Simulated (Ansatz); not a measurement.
MnBr2 in space group R-3m (No. 166; Mn on 3a, Br on 6c), r²SCAN+D4 (plane waves, PAW; program Ansatz). The conduction-band minimum lies at F, with 3 equivalent valleys. Second derivatives d²E/dk² of the lowest band at one valley (eV·Å²), along Cartesian directions:

```json
[
 {"direction": "[100]", "d²E/dk²": "5.523"},
 {"direction": "[010]", "d²E/dk²": "9.984"},
 {"direction": "[001]", "d²E/dk²": "3.307"},
 {"direction": "[110]", "d²E/dk²": "3.889"},
 {"direction": "[101]", "d²E/dk²": "3.143"},
 {"direction": "[011]", "d²E/dk²": "5.913"}
]
```

Task: Find the principal effective masses, the density-of-states mass and the conductivity mass.

Result: Off-diagonal terms follow from H_xy = H[110] − (H_xx + H_yy)/2, and m*/mₑ = 7.620 eV·Å² over each eigenvalue: 0.62, 1.6, 4.2. One valley's DOS mass (m₁m₂m₃)^(1/3) = 1.6, conductivity mass 3/(Σ 1/mᵢ) = 1.2 mₑ.

Task: What effective density of states Nc follows at 300 K for parabolic valleys?

Result: Nc = 2.509e19 × 3 × (1.6)^(3/2) / 2 (one spin channel) ≈ 7.6e19 cm⁻³.

The workflow started from a Materials Project entry (that database holds measured and hypothetical structures alike); the Crystallography Open Database copy checked does not list it. COD files the formula under space group No. 164. Its standing as an ambient phase is unchecked. Symmetry was held in the r²SCAN+D4 relaxation; whether a distortion lowers the energy is not shown. The final state is ferromagnetic, chosen from 4 collinear starts compared on coarse meshes (ties went to the first, and starts can fall back to one state), not a proven ground state. Other orbital occupations within this spin state were not tried. No Hubbard U is applied. Spin–orbit coupling is left out wherever it is not named.

Potentials: the later of the program's two PAW sets.

Edges and masses are those of Kohn–Sham bands, whose gap is no quasiparticle gap.
